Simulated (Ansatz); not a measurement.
The cell below belongs to a search over invented structures; it isn't taken from experiment.

Input and command of a plane-wave DFT calculation in Ansatz:

```yaml
crystal:
  lattice:
    - [0.0, 4.65393477, 4.65393477]
    - [4.65393477, 0.0, 4.65393477]
    - [4.65393477, 4.65393477, 0.0]
  atoms:
    - { symbol: Gd, position: [0.0270599, 0.4729401, 0.4729401], spin: 7.0 }
    - { symbol: Gd, position: [0.4729401, 0.0270599, 0.0270599], spin: 7.0 }
    - { symbol: Gd, position: [0.4729401, 0.0270599, 0.4729401], spin: 7.0 }
    - { symbol: Gd, position: [0.0270599, 0.4729401, 0.0270599], spin: 7.0 }
    - { symbol: Gd, position: [0.4729401, 0.4729401, 0.0270599], spin: 7.0 }
    - { symbol: Gd, position: [0.0270599, 0.0270599, 0.4729401], spin: 7.0 }
    - { symbol: "N", position: [0.5, 0.5, 0.5] }
basis:
  ecutwfc: 420
kpoints:
  mp_grid: { grid: [3, 3, 3] }
hamiltonian:
  xc: pbe
scf:
  occupations: { method: gaussian, width: 0.2 }
  lower_state_search: "off"
output:
  forces: true
  stress: true
  eigenvalues: true
  populations: true
magnetization:
  spin_polarized: true
relax:
  adjacent_minimum: "off"
  f_tol: 0.08
  max_steps: 16
  cell: { stress_tol: 0.8 }
```

```bash
ansatz run input.yaml --threads 1 --pin off --max-ram 2560MiB --backend cpu --events-out ev --progress --plain --runs-dir out
```

Processor: Intel(R) Xeon(R) Platinum 8259CL CPU @ 2.50GHz (Skylake/Cascade Lake), 1 thread, on a host shared with other jobs.

Question: How long does it run, and how much memory does it take?

Answer: About 81 s, peak memory 0.6 GiB. It solves 93 bands at 4 k points (after reduction by symmetry) with about 3839 plane waves (on the last cell), in 43 SCF iterations over 4 ionic steps.
